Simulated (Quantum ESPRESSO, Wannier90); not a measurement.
# Wannierisation of CsAu (CsCl type)

```xyz
2
Lattice="4.2828 0.0000 0.0000 0.0000 4.2828 0.0000 0.0000 0.0000 4.2828" Properties=species:S:1:pos:R:3 pbc="T T T"
Cs     0.0000     0.0000     0.0000
Au     2.1414     2.1414     2.1414
```

Materials Project entry mp-2667; symmetrised, unrelaxed at this level. COD (Crystallography Open Database) has an entry of this formula and space group (matched by these alone). Computed values, not measurements, from PBEsol: Quantum ESPRESSO (norm-conserving PseudoDojo potentials, cutoff 61 Ry, no spin polarisation, no spin-orbit coupling) on a Γ-centred 8×8×8 mesh, then Wannier90. Density: 10×10×10 mesh, cold smearing 0.01 Ry. Spin-orbit coupling is left out although heavy elements are present.

Bands 9-14 form an isolated set from -3.02 to 0.00 eV relative to the valence-band maximum (on the path) and are turned into 6 Wannier functions by minimising the spread from the start: atomic waves Au 5d, Au 6s.

Q: Where do the functions sit, how wide are they and what are they made of?

A: 
```tsv
functions	spread (Å²)	nearest atom, distance (Å)	second atom, distance (Å)	weight on atomic waves
2	1.10	Au 0.00	Cs 3.71	Au 5d 99 %
3	1.18	Au 0.00	Cs 3.71	Au 5d 99 %
1	4.38	Au 0.00	Cs 3.71	Au 6s 78 %, Cs 6s 14 %, Cs 5p 5 %
```

Ω_I = 10.05 Å², Ω_total = 10.12 Å²; the interpolated bands follow pw.x to 1.8 meV rms on the path. It is the lowest total spread that any start reached here.
